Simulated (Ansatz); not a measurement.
CdIn$_{2}$O$_{4}$:
Space group Fd-3m, origin choice 1 (No. 227); a = 9.2010 Å, b = 9.2010 Å, c = 9.2010 Å, α = 90.00°, β = 90.00°, γ = 90.00°

| atom | site | symmetry | x | y | z |
|---|---|---|---|---|---|
| In | 16c | .-3m | 0.1250 | 0.1250 | 0.1250 |
| Cd | 8b | -43m | 0.5000 | 0.5000 | 0.5000 |
| O | 32e | .3m | 0.3619 | 0.3619 | 0.3619 |
(The calculation used a cell of 14 atoms; values per cell refer to that cell.)

Relaxed with r²SCAN. Plane-wave PAW r²SCAN (Ansatz code) gives a gap of 1.57 eV.

What gap does HSE06 give on the same cell (Ansatz, PAW)?

2.53 eV, 0.96 eV more. The hybrid was solved on a coarser mesh and at special points; its gap is the smallest among all of these.

```
k  v1 r²SCAN  c1 r²SCAN  v1 HSE06  c1 HSE06
-  ---------  ---------  --------  --------
Γ      -0.07       1.57     -0.08      2.53
X      -0.08       5.07       ___       ___
L       0.00       4.30       ___       ___
W      -0.13       5.45       ___       ___
K      -0.01       5.25       ___       ___
```

Top valence (v1) and lowest conduction level (c1) in eV from each method's valence maximum (which need not be a listed point): supply the withheld HSE06 values.


- X, v1 HSE06: -0.09
- X, c1 HSE06: 6.14
- K, v1 HSE06: -0.01
- K, c1 HSE06: 6.37
- W, v1 HSE06: -0.14
- W, c1 HSE06: 6.58
- L, v1 HSE06: 0.00
- L, c1 HSE06: 5.31

Cost on shared cores: the r²SCAN run (SCF on a 5×5×5 mesh, then bands and DOS) very roughly 4 core-minutes, the HSE06 run (SCF on 3×3×3, then a few points) about 6 core-minutes (a rough figure); the tasks are unlike.

The r²SCAN relaxation kept the symmetry of its start. Scalar-relativistic: spin–orbit coupling is off unless named, which matters more the heavier the elements.

Potentials: the later of the program's two PAW sets.
